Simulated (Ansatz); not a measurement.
Sr (diamond, space group No. 227) at seven volumes, PBE (plane waves, PAW; program Ansatz), scaled uniformly. One row is withheld.

```json
[
 {"V (Å³/atom)": "102.216", "P (GPa)": "0.28"},
 {"V (Å³/atom)": "105.586", "P (GPa)": "?"},
 {"V (Å³/atom)": "108.956", "P (GPa)": "0.08"},
 {"V (Å³/atom)": "112.325", "P (GPa)": "0.00"},
 {"V (Å³/atom)": "115.695", "P (GPa)": "-0.08"},
 {"V (Å³/atom)": "119.065", "P (GPa)": "-0.14"},
 {"V (Å³/atom)": "122.435", "P (GPa)": "-0.20"}
]
```

Task: Fit the shown pressures and predict the withheld one.

Result: P = (3/2)B₀(x^(7/2) − x^(5/2))[1 + (3/4)(B′ − 4)(x − 1)] with x = (V₀/V)^(2/3). Least squares on the six rows gives V₀ = 112.213 Å³/atom, B₀ = 2.6 GPa, B′ = 3.00. At V = 105.586, x = 1.0414 and P = 0.17 GPa. The run itself gave 0.18 GPa.

Space group Fd-3m (diamond). The start of the workflow was typed in or built on a structure type; neither database checked (COD, Materials Project) lists it. It is not the phase usual at ambient conditions (space group No. 225). Symmetry was held in the PBE relaxation; whether a distortion lowers the energy is not shown. The volume moved by 26 % from the start of the relaxation.

Potentials: the later of the program's two PAW sets.
